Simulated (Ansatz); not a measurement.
Pressure against volume: SbAu

```cif
data_structure
_symmetry_space_group_name_H-M 'P 1'
_symmetry_Int_Tables_number 1
_cell_length_a 4.3994
_cell_length_b 4.3994
_cell_length_c 4.3994
_cell_angle_alpha 60.000
_cell_angle_beta 60.000
_cell_angle_gamma 60.000
_cell_volume 60.21
loop_
_atom_site_label
_atom_site_type_symbol
_atom_site_fract_x
_atom_site_fract_y
_atom_site_fract_z
_atom_site_occupancy
Au1 Au 0.00000 0.00000 0.00000 1
Sb1 Sb 0.25000 0.25000 0.25000 1
```

The runs use the primitive cell with vectors (0.000, 3.111, 3.111), (3.111, 0.000, 3.111), (3.111, 3.111, 0.000) Å, to which the k mesh refers.

Conventional cell: a = 6.222 Å, b = 6.222 Å, c = 6.222 Å, α = 90.00°, β = 90.00°, γ = 90.00°. Au (atom 1) is surrounded by 4 Sb at 2.69 Å. Around Sb (atom 2) lie 4 Au at 2.69 Å.

The cell was built from the zincblende type and relaxed in the same program, and has space group F-43m; it needn't be a known or the stable phase.

No spin–orbit coupling, which matters for the heavy atoms here.

Methods: DFT, PBE, all-electron LAPW, scalar-relativistic (Ansatz 0.2.0); DFT, PBE, PAW with Ansatz's default frozen-core files, scalar-relativistic (Ansatz 0.2.0).

For LAPW: a Γ-centred 10×10×10 k mesh, Fermi–Dirac smearing of 0.08 eV, basis error target 1 meV/atom, no spin polarisation. PAW takes a cutoff of 420 eV at this cell. The Ansatz runs share mesh, smearing and spin set-up. Plane-wave (PAW) pressures include the program's estimate of the Pulay term.

The cell above is scaled evenly, with fractional coordinates and shape held.

```csv
V/V(cell),V (Å³/atom),"P, LAPW (GPa)","P, PAW (GPa)"
0.9405,28.314,?,?
0.9700,29.203,1.88,1.87
1.0000,30.106,-0.02,-0.03
1.0300,31.009,-1.60,-1.60
1.0600,31.912,-2.90,-2.91
```

Question: Fill in the row V/V(cell) = 0.9405.

Answer: P, LAPW (GPa) = 4.15, P, PAW (GPa) = 4.14.

Question: What do Birch–Murnaghan fits to the pressures give?

Answer: LAPW: V0 = 30.09 Å³/atom, B0 = 58 GPa, B0′ = 5.3; PAW: V0 = 30.09 Å³/atom, B0 = 58 GPa, B0′ = 5.3.

PAW's V0 lies -0.01 % from the all-electron value and its B0 0.0 %. Symmetry fixes shape and coordinates here, so this is the relaxed modulus.
